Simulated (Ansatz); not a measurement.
**TiGa3: strain energy, fitted**

TiGa3, I4/mmm, a = 3.746 Å, c = 8.676 Å. The structure is a COD entry; whether it is the stable form wasn't checked. Ansatz: PBEsol, PAW, 420 eV, Γ-centred 10×10×4 mesh on 8 atoms, Gaussian smearing 0.10 eV; no spin polarisation. Series: strain along c alone, the other axes held, atoms fixed by symmetry; x is the strain in per cent. y is the free energy over the unstrained cell, V0 = 15.215 Å³/atom.

| x (%) | y (meV/atom) |
| --- | --- |
| -3.0 | ? |
| -2.0 | 4.09 |
| -1.0 | 0.97 |
| 0.0 | 0.00 |
| 1.0 | 1.01 |
| 2.0 | 3.87 |
| 3.0 | 8.43 |

Q: Fit y = c2 x² + c3 x³ to the other rows, turn c2 into a modulus, and predict the missing energy.

A: Least squares on the rows shown. y = 0.9898 x² − 0.01705 x³. In eV per unit strain² c2 is 9.898; this is C33 with relaxed ions (E = ½ C33 V0 ε²): 2 × 9.898 × 160.2 / (15.215) = 208 GPa. The unstrained cell keeps some stress along the strain, worth a slope of 0.05 meV/atom per %, which the form leaves out. At x = -3.0 the fit asked for gives 9.37 meV/atom. The run gave 9.52 meV/atom, so the fit is 0.15 meV/atom too low, 1.6 % of the span of the series, against an rms of 0.03 meV/atom on the fitted rows. The row lies outside the fitted range. With a term in x⁴ added, a fit to the same known rows predicts 9.17 meV/atom, further off still.